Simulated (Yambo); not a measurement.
Yambo run on BaP3 (space group C2/m, No. 12). The wavefunctions are norm-conserving LDA (Quantum ESPRESSO, 57 Ry, scalar-relativistic) ones on a 2×2×4 mesh (25 occupied bands); a = b = 7.054 Å, c = 4.788 Å, α = β = 108.66°, γ = 66.48°.

Yambo input:

```
rim_cut
gw0
dyson
el_el_corr
HF_and_locXC
ppa
em1d
RandQpts= 1000000
RandGvec= 1 Ry
EXXRLvcs= 56.6 Ry
VXCRLvcs= 226.4 Ry
Chimod= "HARTREE"
% BndsRnXp
 1 | 178 |
%
NGsBlkXp= 7 Ry
% LongDrXp
 1.0 | 1.0 | 1.0 |
%
PPAPntXp= 27.2114 eV
% GbndRnge
 1 | 178 |
%
GTermKind= "BG"
DysSolver= "n"
ExtendOut
% QPkrange
 1 | 1 | 25 | 26 |
 3 | 3 | 25 | 25 |
%
```

k points by index: 1 = Γ, 3 = (0, 0, -0.5).

The o-*.qp file then holds:

```
#    K-point    Band    Eo [eV]    E [eV]    E-Eo [eV]    Vxc [eV]    Vnlxc [eV]    Sc|Eo [eV]    Sc|E [eV]    dSc/dw|Eo [eV]    Re(Z)    Im(Z)
#
    1    25    -0.138815    -0.518300    -0.379485    -11.00598    -12.33931    0.846396    0.953844    -7.703148    0.779368    -0.001615
    1    26    0.545490    0.790554    0.245065    -9.625574    -5.987431    -3.330790    -3.393078    -6.913158    0.797411    -0.001485
    3    25    0.000000    -0.414501    -0.414501    -11.07958    -12.74942    1.134509    1.255337    -7.930499    0.774326    -0.001621
```
(The two width columns are left out.) Convergence of these settings isn't established.

Geometry of the Materials Project entry, not relaxed at this level.

The structure is a Materials Project entry; no match was found in the copy of COD used, and its stability was not checked.
